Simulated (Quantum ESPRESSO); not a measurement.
MgAlZnFO3, a curve over one atom's position

A calculation, not a measurement. The program is pw.x of Quantum ESPRESSO 7.5 (plane-wave density functional theory). The cell is made up: 7 atoms on a zincblende/diamond lattice with one site empty, with randomly drawn elements, strain and displacements, not relaxed. PseudoDojo standard norm-conserving files (v0.5 for PBE, v0.4.1 for LDA and PBEsol) set the functional; there is no spin polarisation, spin-orbit coupling or dispersion term, and the masses in the input are unused placeholders. A spin-polarised start on this cell or one of its family kept no moment.

Seven runs move atom 3 (Zn, counted in the order of the input) along z and keep all else fixed.

Input of the run at -0.0109:

```
&control calculation='scf', pseudo_dir='./dojo.nc.sr.pbe.v0_5.standard.upf', outdir='./o', disk_io='medium', tprnfor=.true., tstress=.true. /
&system ibrav=0, nat=7, ntyp=5, nbnd=35, ecutwfc=84.00895049, nosym=.true., tot_charge=0,
 occupations='smearing', smearing='fd', degauss=0.0018374661
/
&electrons conv_thr=7.350e-09, electron_maxstep=60, /
ATOMIC_SPECIES
Al 1.0 Al.upf
F 1.0 F.upf
Mg 1.0 Mg.upf
O 1.0 O.upf
Zn 1.0 Zn.upf
CELL_PARAMETERS angstrom
4.4364 0.0 0.0
0.0 4.4364 0.0
0.0 0.0 4.4364
ATOMIC_POSITIONS angstrom
Mg -0.0518 -0.0356 0.0532
Al 2.0787 -0.0488 2.2937
Zn 2.2317 2.2103 -0.1842
F 1.1711 1.0058 1.2148
O 1.1808 3.4574 3.3627
O 3.2198 1.1284 3.3111
O 3.313 3.4364 1.1711
K_POINTS automatic
4 4 4 1 1 1
```

| shift of atom 3 along z (Å) | free energy less that of the input shown (eV) | Fx on atom 3 (eV/Å) | Fy on atom 3 (eV/Å) | Fz on atom 3 (eV/Å) | pressure (GPa) | next band up at Gamma (eV) | iterations |
| --- | --- | --- | --- | --- | --- | --- | --- |
| -0.1269 | 0.2810 | -0.448 | 2.704 | 2.983 | 8.23 | 2.342 | 11 |
| -0.0984 | 0.1998 | -0.259 | 2.553 | 2.719 | 7.64 | 2.343 | 11 |
| -0.0772 | 0.1443 | -0.125 | 2.448 | 2.514 | 7.22 | 2.344 | 11 |
| -0.0285 | 0.0339 | 0.158 | 2.228 | 2.018 | 6.33 | 2.348 | 11 |
| -0.0109 | 0.0000 | 0.252 | 2.156 | 1.831 | 6.04 | 2.350 | 11 |
| +0.1036 | -0.1374 | 0.770 | 1.774 | 0.556 | 4.46 | 2.360 | 11 |

Question: one run is left out of the table, at +0.0120. Estimate its Fz on atom 3 (eV/Å).

Answer: 1.584. The whole row:

| shift of atom 3 along z (Å) | free energy less that of the input shown (eV) | Fx on atom 3 (eV/Å) | Fy on atom 3 (eV/Å) | Fz on atom 3 (eV/Å) | pressure (GPa) | next band up at Gamma (eV) | iterations |
| --- | --- | --- | --- | --- | --- | --- | --- |
| +0.0120 | -0.0391 | 0.369 | 2.068 | 1.584 | 5.67 | 2.352 | 11 |

A cubic fit gives dFz/dz = -10.80 eV/Å² at zero shift. Across the table the free energy follows the integral of the force to within 0.2 meV. A rerun of one of the cells at 1437 eV and a 6 x 6 x 6 mesh moved values by no more than 0.003 eV in energy, 0.03 GPa in stress and 0.002 eV/Å in force. The band column is the level of band 30 at Gamma less that of band 29, whose number is half the electron count, rounded up; it comes from a band step after each run.